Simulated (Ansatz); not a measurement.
Input file for Ansatz (a quantum-chemistry and plane-wave program):

Ansatz 0.2 input:
```yaml
crystal:
  lattice:
    - [0.0, 2.1085031764, 2.1085031764]
    - [2.1085031764, 0.0, 2.1085031764]
    - [2.1085031764, 2.1085031764, 0.0]
  atoms:
    - { symbol: Ga, position: [0.0, 0.0, 0.0] }
    - { symbol: N, position: [0.5, 0.5, 0.5] }
kpoints:
  mp_grid: { grid: [10, 10, 10] }
hamiltonian:
  xc: r2scan
  pseudopotentials: { kind: paw }
scf:
  occupations: { method: fixed }
output:
  optics: { e_range: [0.0, 15.0], de: 0.05, sigma: 0.1, bands: { spectra_wanted_up_to: 12 eV } }
```

Output (shortened):

```
output.optics: the spectra are integrated over the Brillouin zone by k·p interpolation around the k-points, where levels, occupations, output.optics.sigma and …
Pseudopotential: Ga, paw, valence charge 13
Pseudopotential: N, paw, valence charge 5
Functional definition: r2SCAN
Crystal: 2 atoms, lattice volume = 18.748 Å³
Basis set: ecut = 500 eV, 531 PW (Γ), exchange–correlation on 96×96×96 points (64 copies of the dense FFT grid, shifted against one another)
Bands: 13, of which v1, the nominal top of the filled ones, is band 9 counted from 1 (8 counted from 0)
Symmetry: 48 space group operations
Space group: Fm-3m (ITA 225), of the structure as read, at distance tolerance 2.7e-5 Å
k-points: 47 of 1000
SCF iter   1: F=—  HF=-4175.381597 eV  |F-HF|=—  |Δ(HF+E_count)|=         —  Δρ=1.66e-2  dr2=1.81e-2  dr2_τ=9.31e-2  ethr=1.77e-3  ⟨swp⟩=4.2  Hψ=2839  notcnv=0  defer=64
preconditioner: auto → none
SCF iter   2: F=—  HF=-4175.437084 eV  |F-HF|=—  |Δ(HF+E_count)|=   5.55e-2  Δρ=6.88e-3  dr2=4.74e-3  dr2_τ=8.86e-5  ethr=1.00e-4  ⟨swp⟩=2.3  Hψ=1539  notcnv=0  defer=88
SCF iter   3: F=—  HF=-4175.437452 eV  |F-HF|=—  |Δ(HF+E_count)|=   3.68e-4  Δρ=4.10e-3  dr2=1.13e-3  dr2_τ=1.22e-4  ethr=2.63e-5  ⟨swp⟩=2.4  Hψ=1064  notcnv=0  defer=89
SCF iter   4: F=—  HF=-4175.437427 eV  |F-HF|=—  |Δ(HF+E_count)|=   2.49e-5  Δρ=1.00e-3  dr2=1.45e-4  dr2_τ=4.04e-5  ethr=6.30e-6  ⟨swp⟩=2.7  Hψ=1055  notcnv=0  defer=89
SCF iter   5: F=—  HF=-4175.437404 eV  |F-HF|=—  |Δ(HF+E_count)|=   2.34e-5  Δρ=1.74e-4  dr2=5.54e-6  dr2_τ=3.56e-7  ethr=8.06e-7  ⟨swp⟩=2.1  Hψ=862  notcnv=0  defer=51
SCF iter   6: F=—  HF=-4175.437403 eV  |F-HF|=—  |Δ(HF+E_count)|=   8.85e-7  Δρ=1.09e-4  dr2=2.22e-6  dr2_τ=1.55e-7  ethr=3.08e-8  ⟨swp⟩=2.0  Hψ=1016  notcnv=0
SCF iter   7: F=—  HF=-4175.437404 eV  |F-HF|=—  |Δ(HF+E_count)|=   1.23e-6  Δρ=5.38e-5  dr2=5.53e-7  dr2_τ=6.57e-9  ethr=1.23e-8  ⟨swp⟩=1.0  Hψ=614  notcnv=0
SCF iter   8: F=—  HF=-4175.437404 eV  |F-HF|=—  |Δ(HF+E_count)|=   1.15e-7  Δρ=1.26e-5  dr2=3.14e-8  dr2_τ=3.15e-10  ethr=3.07e-9  ⟨swp⟩=2.0  Hψ=704  notcnv=0
SCF iter  10: F=-4175.437404 eV  HF=-4175.437404 eV  |F-HF|=9.09e-13  |Δ(HF+E_count)|=  7.28e-11  Δρ=7.14e-8  dr2=8.94e-13  dr2_τ=1.02e-14  ethr=1.00e-12  ⟨swp⟩=3.0  Hψ=2487  notcnv=0
SCF 1 converged in 10 iterations: F = -4175.437404 eV  dr2 = 8.94e-13
NSCF: frozen V_eff on 47 k-points
Optics k sum: 0 of 47 k-points
Optics k sum: 3 of 47 k-points
Optics k sum: 5 of 47 k-points
Optics k sum: 8 of 47 k-points
Optics k sum: 10 of 47 k-points
Optics k sum: 12 of 47 k-points
Optics k sum: 15 of 47 k-points
Optics k sum: 17 of 47 k-points
Optics k sum: 19 of 47 k-points
Optics k sum: 22 of 47 k-points
Optics k sum: 24 of 47 k-points
Optics k sum: 26 of 47 k-points
Optics k sum: 29 of 47 k-points
Optics k sum: 31 of 47 k-points
Optics k sum: 33 of 47 k-points
Optics k sum: 36 of 47 k-points
Optics k sum: 38 of 47 k-points
Optics k sum: 40 of 47 k-points
Optics k sum: 43 of 47 k-points
Optics k sum: 45 of 47 k-points
Optics k sum: 47 of 47 k-points
Optics k sum: 0 of 47 k-points
Optics k sum: 3 of 47 k-points
Optics k sum: 5 of 47 k-points
Optics k sum: 8 of 47 k-points
Optics k sum: 10 of 47 k-points
Optics k sum: 12 of 47 k-points
Optics k sum: 15 of 47 k-points
Optics k sum: 17 of 47 k-points
Optics k sum: 19 of 47 k-points
Optics k sum: 22 of 47 k-points
Optics k sum: 24 of 47 k-points
Optics k sum: 26 of 47 k-points
Optics k sum: 29 of 47 k-points
Optics k sum: 31 of 47 k-points
Optics k sum: 33 of 47 k-points
Optics k sum: 36 of 47 k-points
Optics k sum: 38 of 47 k-points
Optics k sum: 40 of 47 k-points
Optics k sum: 43 of 47 k-points
Optics k sum: 45 of 47 k-points
Optics k sum: 47 of 47 k-points
NSCF: frozen V_eff on 1 k-points
NSCF: frozen V_eff on 1 k-points
output.optics: what the bands over the 17 summed would add to eps1, eps2 and the energy-loss function is held between a lower and an upper bound (6 Lanczos …
SCF converged after 10 iterations
Free energy (F): -4175.437404 eV
Harris-Foulkes:  -4175.437404 eV  (|F-HF|=9.09e-13)
Internal energy: -4175.437404 eV  (E = F + TS)
E sigma→0 (E₀):  -4175.437404 eV
Fermi energy:    13.029853 eV
--- Per-component energies (eV) ---
  E_band       = 38.703429
  E_kinetic    = 248.508192
  E_local      = -1664.601029  (includes V_loc(G=0)·N_el)
  E_nonlocal   = 479.643593
  E_hartree    = 785.202558
  E_xc         = -121.590450
  E_vxc        = -143.120137  (∫ρ·V_xc dr)
  E_paw        = -2141.440653  (= ΣΔE_a)
  E_vpaw       = -459.692005  (= ΣTr[D̂ρ^β])
  E_aug_tail   = -0.000015  (compensation charges beyond the density's cutoff)
  E_vtau       = 7.559728  (kinetic-family band-sum trace: ∫τ·v_τ [+ j·A + Jᵃ·Aᵃ] dr)
  E_ewald      = -1760.476965
  E_core_change = -0.682634  (= ΣΔE_core)
  E_smearing   =  0.000000  (= −TS)
  E_closure    = 0.000000  (closes the sum)
  Σ components = -4175.437404   (vs F -4175.437404, Δ=0.00e0)
  [band-id]    e_kinetic+e_local+e_nonlocal+2·e_hartree+e_vxc+e_vpaw+e_augmentation_tail+e_vtau = 38.703443   (vs E_band 38.703429, Δ=1.42e-5)
--- Band table (eV; the first three rows and the last of 47) ---
  k-point 0: bands = ["-5.0724", "-1.4396", "-1.4396", "-1.4396", "-1.3591", "-1.3591", "12.5382", "12.5382", "12.5382", "15.9157", "28.4496", "28.4496", "28.4496"]
  k-point 1: bands = ["-4.8756", "-1.4471", "-1.4314", "-1.4314", "-1.3719", "-1.3719", "11.3648", "12.5598", "12.5598", "16.8700", "26.2027", "27.8447", "27.8447"]
  k-point 2: bands = ["-4.3071", "-1.4678", "-1.4659", "-1.4659", "-1.3489", "-1.3489", "9.2678", "12.6258", "12.6258", "18.2004", "24.1774", "26.0808", "26.0808"]
  k-point 46: bands = ["-3.1469", "-1.4946", "-1.4209", "-1.3593", "-1.1628", "1.2099", "6.9981", "8.2257", "8.5597", "18.2060", "23.6208", "24.4758", "24.9836"]
```

Cost: around 21 core-seconds (rough) on shared cores.

This is a known high-pressure phase of the composition, computed here at zero pressure and temperature. Symmetry was held in the r²SCAN relaxation; its stability against distortions is not shown here. Spin–orbit coupling is left out wherever it is not named.

Potentials: the later of the program's two PAW sets.

Ansatz is a plane-wave DFT program.
